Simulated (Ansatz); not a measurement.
Given:

TaSnO:
Space group P4/nmm, origin choice 1 (No. 129); a = b = 3.986 Å, c = 6.624 Å, α = β = γ = 90.00°

```tsv
atom	site	symmetry	x	y	z
Ta	2c	4mm	0.5000	0.0000	0.3257
Sn	2a	-4m2	0.0000	0.0000	0.0000
O	2c	4mm	0.0000	0.5000	0.3941
```

This is the PBEsol-relaxed structure.

Task: All from PBEsol (plane waves, PAW; program Ansatz), unless another level is named. Give the electronic character.

Result: metallic (no gap).

Task: Next, the formation energy from the elements (no fitted shifts)?

Result: -0.20 eV/atom.

Task: What about the density of states at the Fermi level?

Result: 1.1 states/eV per atom (mean over ±0.08 eV).

The start of the workflow was typed in or built on a structure type; neither database checked (COD, Materials Project) lists it. Its standing as an ambient phase is unchecked. The PBEsol relaxation kept the symmetry of its start; its stability against distortions is not shown here. The run is not spin-polarised. The references are the lowest solids computed at this level, not always the standard phases (solids in place of the gases). Scalar-relativistic: spin–orbit coupling is off unless named, which matters more the heavier the elements.

Potentials: the earlier of the program's two PAW sets. The files were generated under PBE; for other functionals the program regenerates the frozen cores, and for LDA and PBEsol the local potential too.
